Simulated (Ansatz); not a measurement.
Conduction electrons in TaN (Fm-3m)

```xyz
2
Lattice="0.0000 2.1878 2.1878 2.1878 0.0000 2.1878 2.1878 2.1878 0.0000" Properties=species:S:1:pos:R:3 pbc="T T T"
Ta    2.1878    2.1878    2.1878
N     0.0000    0.0000    0.0000
```

Level of theory, where no other is named: PBEsol, all-electron LAPW in Ansatz 0.2.0, scalar-relativistic. k mesh 12×12×12, fine mesh 20×20×20, Fermi-Dirac smearing of 0.050 eV, basis error target 1 meV/atom. The cell was relaxed by PAW under this functional. The structure is one entry of a database and needn't be the stable phase.

Levels and slopes are solved on a 20×20×20 mesh, and each state is taken as quadratic over its cell.

Task: What is the density of states at the Fermi level, and which bare Sommerfeld coefficient follows?

Result: N(E_F) = 0.402 states/eV/atom (both spins), so γ = (π²/3) k_B² N(E_F) = 0.948 mJ/(mol-atom K²) without electron-phonon or spin-fluctuation enhancement.

Task: What Drude plasma energy and σ/τ do the band velocities give?

Result: (ħω_p,α)² = (e²/ε₀VN_k) Σ_nkσ (∂E/∂k_α)² δ(E − E_F) gives ħω_p = (10.52, 10.52, 10.52) eV along x, y, z, and σ/τ = ε₀ω_p² = 22.6×10²⁰ Ω⁻¹m⁻¹s⁻¹ along x. Weighted by the density of states, the mean Fermi speed is 1.01×10⁶ m/s; the surface has an area of 31.6 Å⁻² for each spin direction.

Task: Which bands cross the Fermi level, and what do they carry?

Result: 

| band | filled part | N (states/eV/cell) | speed (10⁶ m/s) | 5th to 95th percentile | area (Å⁻²) | filling |
| --- | --- | --- | --- | --- | --- | --- |
| 1 | 0.84 | 0.445 | 1.06 | 0.30 to 1.43 | 18.4 | partly filled |
| 2 | 0.11 | 0.254 | 0.932 | 0.33 to 1.28 | 9.23 | partly filled |
| 3 | 0.06 | 0.103 | 0.992 | 0.89 to 1.11 | 4 | nearly empty |

Task: Map the plane k₃ = 0 of the mesh: how many bands lie under the Fermi level at each point, counted from the least on the plane?

Result: k₁ runs to the right and k₂ upwards, each from −½ to ½ with 0 in the middle (the axes needn't be at right angles):
```
11111110000011111111
11111100000011111111
11111000000111111111
11110000111111111111
11100002223311111111
11000022233331111111
10000222333333111111
00001223333333311111
00001233333333331100
00001333333333331000
00011333333333321000
01111133333333221000
11111113333332220000
11111111333322200001
11111111133222000011
11111111111110000111
11111111110000001111
11111111100000011111
11111111100000111111
11111111000001111111
```

Task: On PAW files the program sums the optical response inside the mesh cells, interband lines and its own Drude term. Where does ε₁ rise through zero (a sharp plasmon if ε₂ is small there), and how much light is reflected?

Result: 

```
Fine mesh                         : 20, 20, 20
Window top                        : 25 eV
Line width                        : 0.15 eV
Drude damping                     : 0.1 eV
ε₁ rises through zero at x        : 4.2, 8.99, 19.44, 24.32 eV
ε₂ there x                        : 3.31, 6.98, 0.94, 0.44
Plasma energy (x, y, z)           : 10.99, 10.99, 10.99 eV
Reflectivity at 1 eV, x-polarised : 0.9714
Reflectivity at 2 eV, x-polarised : 0.9162
Reflectivity at 3 eV, x-polarised : 0.8574
```

The plasma energy here is the program's own sum at the run's smearing; it differs from the value above by up to 4 %, through mesh and smearing.

Task: What does PAW give for the same cell?

Result: N(E_F) = 0.402 states/eV/atom and ħω_p,x = 10.52 eV.

Caveats: no spin-orbit coupling on heavy atoms; these sums move with the mesh, by several per cent and more for small sheets; frozen-core PAW files fitted under PBE, their cores solved anew for the functional of the run.
